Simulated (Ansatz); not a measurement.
An Ansatz (a program for electronic structure) run. Input:

Ansatz 0.2 input:
```yaml
crystal:
  lattice:
    - [-3.0123148093, 3.0123148093, 3.0123148093]
    - [3.0123148093, -3.0123148093, 3.0123148093]
    - [3.0123148093, 3.0123148093, -3.0123148093]
  atoms:
    - { symbol: P, position: [0.0, 0.25, 0.5] }
    - { symbol: P, position: [0.25, 0.5, 0.0] }
    - { symbol: P, position: [0.5, 0.0, 0.25] }
    - { symbol: P, position: [0.25, 0.25, 0.25] }
kpoints:
  mp_grid: { grid: [10, 10, 10] }
hamiltonian:
  xc: pbesol
  pseudopotentials: { kind: paw }
scf:
  occupations: { method: fermi_dirac, width: 0.1 }
phonons:
  method: dfpt
  response_accuracy: low
  eigenvectors: true
  rigid_motions: translations
```

Output (shortened):

```
zone centre: on kpoints.mp_grid the ground state, and the responses unless they are solved on pairs of k-points, stand on 282 of the mesh's 1000 k-points, …
Pseudopotentials: kind: paw
Pseudopotential: P, paw, valence charge 5
Functional definition: PBEsol
Crystal: 4 atoms, lattice volume = 109.335 Å³
Basis set: ecut = 420 eV, 2123 PW (Γ), exchange–correlation on 72×72×72 points (8 copies of the dense FFT grid, shifted against one another)
Bands: 14, of which v1, the nominal top of the filled ones, is band 10 counted from 1 (9 counted from 0)
Symmetry: 24 space group operations
k-points: 282 of 1000 (irreducible under 2 space group operations, time reversal used)
PAW frozen core: P, regenerated for the run's functional, and the local potential with it
Initial wavefunctions: pseudopotential atomic-orbital guess
Eigensolver: davidson
Functional: x = pbesol(κ = 0.804, μ = 0.12345679012345678), c = pbesol(β = 0.046)
SCF iter   1: F=—  HF=-2957.606029 eV  |F-HF|=—  |Δ(HF+E_count)|=         —  Δρ=4.21e-3  dr2=4.56e-2  ethr=1.77e-3  ⟨swp⟩=7.4  Hψ=30855  notcnv=0
all-band conjugate gradients solve this SCF's bands
preconditioner: auto → LDOS
SCF iter   2: F=—  HF=-2957.609714 eV  |F-HF|=—  |Δ(HF+E_count)|=   3.69e-3  Δρ=1.75e-3  dr2=2.60e-3  ethr=2.28e-4  ⟨swp⟩=2.7  Hψ=10878  notcnv=0
SCF iter   3: F=—  HF=-2957.610538 eV  |F-HF|=—  |Δ(HF+E_count)|=   8.24e-4  Δρ=3.22e-4  dr2=3.15e-4  ethr=1.30e-5  ⟨swp⟩=3.0  Hψ=7769  notcnv=0
SCF iter   4: F=—  HF=-2957.610453 eV  |F-HF|=—  |Δ(HF+E_count)|=   8.58e-5  Δρ=2.72e-5  dr2=5.73e-7  ethr=1.58e-6  ⟨swp⟩=2.0  Hψ=6844  notcnv=0
SCF iter   5: F=—  HF=-2957.610455 eV  |F-HF|=—  |Δ(HF+E_count)|=   2.67e-6  Δρ=6.31e-6  dr2=4.33e-8  ethr=2.86e-9  ⟨swp⟩=3.0  Hψ=8960  notcnv=0
SCF iter   6: F=—  HF=-2957.610455 eV  |F-HF|=—  |Δ(HF+E_count)|=   7.07e-8  Δρ=1.08e-6  dr2=1.89e-9  ethr=2.16e-10  ⟨swp⟩=2.9  Hψ=7526  notcnv=0
SCF iter   7: F=—  HF=-2957.610455 eV  |F-HF|=—  |Δ(HF+E_count)|=  4.29e-10  Δρ=1.21e-7  dr2=3.00e-11  ethr=9.47e-12  ⟨swp⟩=3.1  Hψ=8457  notcnv=0
SCF iter   8: F=-2957.610455 eV  HF=-2957.610455 eV  |F-HF|=4.55e-13  |Δ(HF+E_count)|=  2.27e-12  Δρ=7.98e-9  dr2=6.16e-14  ethr=1.00e-12  ⟨swp⟩=10.5  Hψ=28695  notcnv=0
SCF 1 converged in 8 iterations: F = -2957.610455 eV  dr2 = 6.16e-14
DFPT response loops at Γ: preconditioner auto → Kerker (q_TF=auto, 2.056 Å⁻¹) (partly filled bands, converged f_vac=0.093) …
SCF converged after 8 iterations
Free energy (F): -2957.610455 eV
Harris-Foulkes:  -2957.610455 eV  (|F-HF|=4.55e-13)
Internal energy: -2957.518231 eV  (E = F + TS)
E sigma→0 (E₀):  -2957.564343 eV
Entropy (-TS):   -0.092224 eV (-23.056 meV/atom)
Fermi energy:    3.312250 eV
--- Per-component energies (eV) ---
  E_band       = -61.355399
  E_kinetic    = 283.763023
  E_local      = -547.371854  (includes V_loc(G=0)·N_el)
  E_nonlocal   = 135.323521
  E_hartree    = 169.436558
  E_xc         = -243.134944
  E_vxc        = -241.470247  (∫ρ·V_xc dr)
  E_paw        = -2216.384309  (= ΣΔE_a)
  E_vpaw       = -30.472966  (= ΣTr[D̂ρ^β])
  E_aug_tail   = 0.000012  (compensation charges beyond the density's cutoff)
  E_ewald      = -539.334622
  E_core_change = 0.184384  (= ΣΔE_core)
  E_smearing   = -0.092224  (= −TS)
  E_closure    = 0.000000  (closes the sum)
  Σ components = -2957.610455   (vs F -2957.610455, Δ=0.00e0)
  [band-id]    e_kinetic+e_local+e_nonlocal+2·e_hartree+e_vxc+e_vpaw+e_augmentation_tail = -61.355395   (vs E_band -61.355399, Δ=3.64e-6)
--- Band table (eV; the first three rows and the last of 282) ---
  k-point 0: bands = ["-11.5532", "-6.8104", "-6.8104", "-6.8104", "-2.6771", "-2.6771", "0.5177", "0.5177", "0.5177", "5.0310", "5.0970", "5.0970", "5.0970", "6.5173"]
  k-point 1: bands = ["-11.5063", "-7.5127", "-6.8256", "-6.1363", "-2.6810", "-2.6390", "0.4933", "0.5565", "0.6236", "4.5229", "4.5502", "5.5858", "5.7037", "6.6893"]
  k-point 2: bands = ["-11.3693", "-8.1940", "-6.8646", "-5.5521", "-2.6914", "-2.5313", "0.4604", "0.6755", "0.9171", "3.9809", "4.0796", "6.0377", "6.2323", "7.2017"]
  k-point 281: bands = ["-9.5254", "-9.5254", "-9.5254", "-2.6355", "-2.6355", "-2.6355", "1.0826", "2.1856", "2.4123", "2.4123", "2.4123", "5.1783", "5.1783", "5.1783"]
  band table: 14 of 14 bands, residual norms ≤ 1.0e-3 eV
--- Phonons (Γ-DFPT): 1 representative perturbation + reference, on 282 of 1000 k-points (Σ response iterations 3) ---
  k mesh reduced under 2 symmetry operations, with k and −k counted as one. Each operation leaves every solved displacement unchanged or reverses it
  ASR residual: 2.185e-5 → 0.000e0 eV/Å²; symmetrization residual: 3.973e-6 eV/Å²
  ASR residual per site (eV/Å²): 2.19e-5 2.19e-5 2.19e-5 2.19e-5
  Γ frequencies (cm⁻¹): -199.24 -199.24 -199.24 -159.97 0.00 0.00 0.00 421.15 421.15 471.00 471.00 471.00
  non-analytic LO–TO correction: not included (Born effective charges unavailable; polar crystals: no LO–TO splitting at Γ)
```

Cost: about 80 core-seconds (a rough figure) on shared cores.

Space group I4_132. The start of the workflow was typed in or built on a structure type; neither database checked (COD, Materials Project) lists it. It is not the phase usual at ambient conditions (space group No. 64). Symmetry was held in the PBEsol relaxation. At this level the phase is dynamically unstable (imaginary phonons). The volume moved by 30 % from the start of the relaxation. As this level gives no gap, phonon frequencies hold no LO–TO term and depend on the k-mesh and smearing (Fermi–Dirac, 0.1 eV here).

Potentials: the later of the program's two PAW sets.

Ansatz is a plane-wave DFT program.
